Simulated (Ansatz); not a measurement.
Input and output of a single-point calculation on Zn2AsP3 on the sites of K2NaCl3 (No. 164) (Ansatz 0.2.0, r2SCAN+rVV10). Cell and atoms come from a relaxation with r2SCAN+rVV10.

```yaml
crystal:
  lattice:
    - [3.568201441, 2.6e-09, 0.0]
    - [-1.7841007227, 3.0901530924, 0.0]
    - [0.0, 0.0, 8.8634269135]
  atoms:
    - { symbol: Zn, position: [0.3333333333, 0.6666666667, 0.6589172324] }
    - { symbol: Zn, position: [0.6666666667, 0.3333333333, 0.3410827676] }
    - { symbol: As, position: [0.0, 0.0, 0.0] }
    - { symbol: P, position: [0.3333333333, 0.6666666667, 0.1664542158] }
    - { symbol: P, position: [0.6666666667, 0.3333333333, 0.8335457842] }
    - { symbol: P, position: [0.0, 0.0, 0.5] }
kpoints:
  mp_grid: { grid: [12, 12, 4] }
  band_path:
    path:
      - [0.0, 0.0, 0.0]
      - [0.5, 0.0, 0.0]
      - [0.3333333333, 0.3333333333, 0.0]
      - [0.0, 0.0, 0.5]
      - [0.5, 0.0, 0.5]
      - [0.3333333333, 0.3333333333, 0.5]
    npoints: 1
hamiltonian:
  xc: r2scan
  dispersion: rvv10
scf:
  occupations: { method: fermi_dirac, width: 0.03 }
  n_extra_bands: 5
output:
  forces: true
  stress: true
  eigenvalues: true
  write_density: true
  write_potential: true
  elf: true
  volumetric_format: npy
```

Some lines of the output have been replaced by numbered gaps.
```
Functional definition: r2SCAN+rVV10
Crystal: 6 atoms, lattice volume = 97.731 Å³
Basis set: ecut = 500 eV, 2529 PW (Γ)
Bands: 32, of which v1, the nominal top of the filled ones, is band 27 counted from 1 (26 counted from 0)
Symmetry: 12 space group operations
Space group: P-3m1 (ITA 164)
k-points: 69 of 576
rVV10 density: all electrons in the spheres
SCF 1 converged in 9 iterations: F = -13787.708314 eV  dr2 = 3.01e-8
Free energy (F): -13787.708314 eV
Internal energy: -13787.698980 eV  (E = F + TS)
E sigma→0 (E₀):  -13787.703647 eV
Entropy (-TS):   -0.009335 eV (-1.556 meV/atom)
[1]
--- Per-component energies (eV) ---
  E_band       = -117.937821
  E_kinetic    = 573.700679
  E_local      = -5337.198595
  E_nonlocal   = 661.124179
  E_hartree    = 2484.439090
  E_xc         = -493.035106
  E_vxc        = -387.308985
  E_paw        = -7270.484129
  E_vpaw       = -616.459971
  E_vtau       = 19.325354
  E_ewald      = -4404.149947
  E_core_change = -2.095172
  E_smearing   = -0.009335
--- Forces (eV/Å), atoms counted from 1 ---
  atom   1  Zn      0.00000      0.00000      0.00081
  atom   2  Zn      0.00000      0.00000    -0.00081
  atom   3  As      0.00000      0.00000      0.00000
  atom   4  P       0.00000      0.00000    -0.00250
  atom   5  P       0.00000      0.00000      0.00250
  atom   6  P       0.00000      0.00000      0.00000
--- Stress (GPa, compression-positive) ---
[2]
--- Band table (eV; the first three rows and the last of 69) ---
[3]
```

The rows of the band table are 0: (0, 0, 0) = Γ, 1: (0, 0, 1/4), 2: (0, 0, -1/2) = A, 68: (1/3, 1/3, -1/2) = H.

Problem. Give the withheld lines. They hold the stress, the Fermi energy and the band table.

Solution.
```
[1]
Fermi energy:    10.018876 eV
[2]
       -0.012223       0.000000       0.000000
        0.000000      -0.012223       0.000000
        0.000000       0.000000      -0.000075
  P = ⅓ Tr σ = -0.0082 GPa (-0.082 kbar)
[3]
  k-point 0: bands = […, 8.4748, 9.5546, 9.8765, 9.8765, 10.2866, 10.7838, 10.7838, 12.6003, 12.6003, 12.8973, …]
  k-point 1: bands = […, 8.4740, 8.4833, 9.8750, 9.8750, 10.8148, 10.8148, 10.9180, 12.4894, 12.4894, 12.7777, …]
  k-point 2: bands = […, 8.4731, 8.4731, 9.8736, 9.8736, 10.8482, 10.8482, 11.2448, 12.3846, 12.3846, 12.6540, …]
  k-point 68: bands = […, 5.1135, 6.2661, 6.2661, 6.9609, 6.9670, 6.9670, 11.5567, 12.9390, 12.9390, 13.5163, …]
```
Only the leading digits can be foreseen; the rest is this run's record.

r2SCAN+rVV10 gives no gap: the lowest nominally empty band dips 1.87 eV below the top of the last filled one (its bottom at k = (0.083, 0.417, 0), the top at A), so the cell is a metal or semimetal at this level. The mean stress is close to zero (-0.01 GPa).

Run as `ansatz run input.yaml --threads 2 --pin off --max-ram 29491MiB --backend cpu --events-out ev --progress --plain --runs-dir out`. It took 20 s on 2 threads of AMD EPYC 7R13 Processor (Zen 3) (shared host), load about 1.8 per core; peak host memory 0.97 GiB.

Note: simulated data, non-magnetic, for a generated structure that need not be the stable one.

The runs are scalar-relativistic, without spin-orbit coupling.

Where bands overlap, v1 and c1 are numbered by the electron count and aren't everywhere filled or empty.
